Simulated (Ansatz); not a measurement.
Space group Pm-3m (No. 221). a = 4.135 Å, b = 4.135 Å, c = 4.135 Å, α = 90.00°, β = 90.00°, γ = 90.00°
| atom | site | symmetry | x | y | z |
| --- | --- | --- | --- | --- | --- |
| Ti | 3c | 4/mm.m | 0.0000 | 0.5000 | 0.5000 |
| Cd | 1a | m-3m | 0.0000 | 0.0000 | 0.0000 |

Equation of state of this Ti₃Cd structure (not necessarily the ground state), with shape and atoms relaxed at each volume where symmetry leaves them free. It has no gap at any of these volumes. These are results of DFT r2SCAN, scalar-relativistic, plane waves, PAW (Ansatz), not measurements.

Settings: cutoff 500 eV, Γ-centred mesh 10×10×10 on the computed 4-atom cell, Gaussian smearing of 0.10 eV; no spin polarisation.

```tsv
V (Å³/atom)	E − E(largest V) (meV/atom)	P (GPa)
16.612	3.50	7.69
17.142	-14.74	3.54
17.672	-20.28	-0.04
18.202	-14.87	-3.12
18.732	0.00	-5.77
```

Fit a third-order Birch–Murnaghan equation to E(V).

V0 = 17.66 Å³/atom, B0 = 110 GPa, B0' = 3.9.